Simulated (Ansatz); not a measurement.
BaO:
```yaml
crystal:
  lattice:
    - [0.00000, 2.74492, 2.74492]
    - [2.74492, 0.00000, 2.74492]
    - [2.74492, 2.74492, 0.00000]
  atoms:
    - { symbol: Ba, position: [0.00000, 0.00000, 0.00000] }
    - { symbol: O, position: [0.50000, 0.50000, 0.50000] }
```

Relaxed with PBEsol. Plane-wave PAW PBEsol (Ansatz code) gives a gap of 1.84 eV.

**Question.** What gap does HSE06 give on the same cell (Ansatz, PAW)?

**Answer.** 3.22 eV, 1.38 eV more. The hybrid was solved on a coarser mesh and at special points; its gap is the smallest among all of these.

```
k  v1 PBEsol  c1 PBEsol  v1 HSE06  c1 HSE06
-  ---------  ---------  --------  --------
Γ      -0.54       3.53         ?         ?
X       0.00       1.84      0.00      3.22
L      -1.63       4.92         ?         ?
W      -0.24       4.43         ?         ?
K      -0.16       3.27         ?         ?
```

**Question.** Top valence (v1) and lowest conduction level (c1) in eV from each method's valence maximum (which need not be a listed point): supply the withheld HSE06 values.

**Answer.** 
- K, v1 HSE06: -0.17
- K, c1 HSE06: 4.70
- W, v1 HSE06: -0.25
- W, c1 HSE06: 5.94
- L, v1 HSE06: -1.73
- L, c1 HSE06: 6.42
- Γ, v1 HSE06: -0.58
- Γ, c1 HSE06: 5.05

Cost on shared cores: the PBEsol run (SCF on a 9×9×9 mesh, then bands and DOS) very roughly 8 core-seconds, the HSE06 run (SCF on 7×7×7, then a few points) about 2.2 core-minutes (a rough figure); the tasks are unlike.

Space group Fm-3m (rock salt). The PBEsol relaxation kept the symmetry of its start. Spin–orbit coupling is left out wherever it is not named.

Potentials: the later of the program's two PAW sets.
